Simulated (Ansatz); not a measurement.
# NbTe, relaxed from a rocksalt start to space group R-3m (read at 0.02 Å)

Level of theory: DFT, r²SCAN, scalar-relativistic, collinear spin; plane waves to 500 eV with PAW datasets (Ansatz 0.2.0), 10×10×5 k-mesh, Gaussian smearing of 0.05 eV; PAW files: Ansatz's generated set soft_2.

```cif
data_structure
_symmetry_space_group_name_H-M 'P 1'
_symmetry_Int_Tables_number 1
_cell_length_a 4.3829
_cell_length_b 4.3829
_cell_length_c 7.7481
_cell_angle_alpha 55.551
_cell_angle_beta 55.551
_cell_angle_gamma 60.000
_cell_volume 97.60
loop_
_atom_site_label
_atom_site_type_symbol
_atom_site_fract_x
_atom_site_fract_y
_atom_site_fract_z
_atom_site_occupancy
Nb1 Nb 0.50000 0.50000 0.25000 1
Te1 Te 0.00000 0.00000 0.00000 1
Nb2 Nb 0.50000 0.50000 0.75000 1
Te2 Te 0.00000 0.00000 0.50000 1
```

The cell came from substitution into a structure type; whether the compound takes it is for experiment to say.

Magnetic state: antiferromagnetic, site spin moments Nb 1.96, -1.96 μB.

At this volume the pressure is 0.13 GPa; it isn't quite the equilibrium of this level of theory.

Path: Γ–T–H2 | H0–L–Γ–S0 | S2–F–Γ, with Γ = (0.000, 0.000, 0.000), T = (0.000, 0.000, -1.000), H2 = (-0.209, 0.209, -1.000), H0 = (-0.581, 0.209, -0.581), L = (0.000, 0.500, 0.000), S0 = (-0.395, 0.395, 0.000), S2 = (-0.395, 0.209, -0.791), F = (-0.500, 0.000, -1.000) in reciprocal vectors of the calculation's cell.

The run's cell is 2 times the crystal's primitive cell, to hold the magnetic order, so the bands are folded: in its zone Γ = T, which the primitive cell's zone keeps apart.

Is it a metal or an insulator, and if it has a gap, where are the band edges on this path?

A semimetal or zero-gap crystal: the filled and empty bands only touch or barely overlap.

Bands as a text map, energy in eV from the Fermi level (dashes), each leg drawn with the same width, + spin up, o spin down, # both:
```
  3.71 |#      # #   #    #          # #     #          ##  ###
  3.43 |   ##                ######      #       #######       
  3.14 | #    #   # #      ##             #   #####     #    # 
  2.86 |          ##        #      ###   #     ##        #     
  2.57 |#      #### ######################################  # #
  2.29 |   ##   #  ##    ####    ###  # # # #######     ###### 
  2.00 |#      ###   ############## ###### # ###########  ##  #
  1.71 | #    # # ## ###### ###### ## # #  ### ## ######## ### 
  1.43 |  #  #   ####    # ##     # ##   ## # ####          ## 
  1.14 |  #  #       ######  #    #        ###    ##      ###  
  0.86 |   ##    #  ####         # ###     #        ##       # 
  0.57 | #    #   ##          ###    #    #           ####     
  0.29 |        ##                    # ##                ##   
  0.00 |#------##----###--------------###--#--------------#####
 -0.29 |         #####  ###       ####   #####              #  
 -0.57 |##    #####   ############    ####  ###################
 -0.86 | ######      #####        ####     #                 # 
 -1.14 |   ##    ####     ##       ##    ##  #             ### 
 -1.43 | ##  ## #           #     #  ## #     ###         #    
 -1.71 |#      # #               #     #         ##      #   ##
 -2.00 |  #  #  # #          ####   # # ##         ######   #  
 -2.29 | #    #  # #         ####  # #            ### ###### # 
 -2.57 |         ## #       #     #      ##    ###             
 -2.86 |  #  #       #     #     #  ##        #             #  
 -3.14 |   ##     ##  ##### ######       ##### ########### #   
 -3.43 |   ##       #      #       #          #          ## #  
 -3.71 |           # #    #   ##### #      # #       #### #    
 -4.00 |              ###       ###                 #      #   
        Γ      T      HH       L       Γ       SS      F      Γ
```

For elements this heavy, spin–orbit coupling would shift levels and gaps; it isn't included here. The run wasn't fully tested for a lower electronic state. Site moments are of spin, integrated over atomic spheres.
